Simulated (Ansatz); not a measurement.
Al (A15 (β-W type), Pm-3n) under volume change, plane-wave PAW PBEsol (Ansatz code), scaled uniformly.

```json
[
 {"V (Å³/atom)": "15.089", "E − E(relaxed) (meV/atom)": "38.8", "P (GPa)": "9.07"},
 {"V (Å³/atom)": "15.586", "E − E(relaxed) (meV/atom)": "16.2", "P (GPa)": "5.54"},
 {"V (Å³/atom)": "16.084", "E − E(relaxed) (meV/atom)": "3.8", "P (GPa)": "2.54"},
 {"V (Å³/atom)": "16.581", "E − E(relaxed) (meV/atom)": "0.0", "P (GPa)": "0.00"},
 {"V (Å³/atom)": "17.079", "E − E(relaxed) (meV/atom)": "3.4", "P (GPa)": "-2.15"},
 {"V (Å³/atom)": "17.576", "E − E(relaxed) (meV/atom)": "13.0", "P (GPa)": "-3.95"},
 {"V (Å³/atom)": "18.073", "E − E(relaxed) (meV/atom)": "27.6", "P (GPa)": "-5.45"}
]
```

Q: What does a third-order Birch–Murnaghan fit give for V₀, B₀ and B′?

A: V₀ = 16.58 Å³/atom, B₀ = 77.4 GPa, B′ = 4.6.

The start of the workflow was typed in or built on a structure type; neither database checked (COD, Materials Project) lists it. It is not the phase usual at ambient conditions (space group No. 225). The cell was relaxed with PBEsol under the symmetry of its start; its stability against distortions is not shown here.

Potentials: the later of the program's two PAW sets.
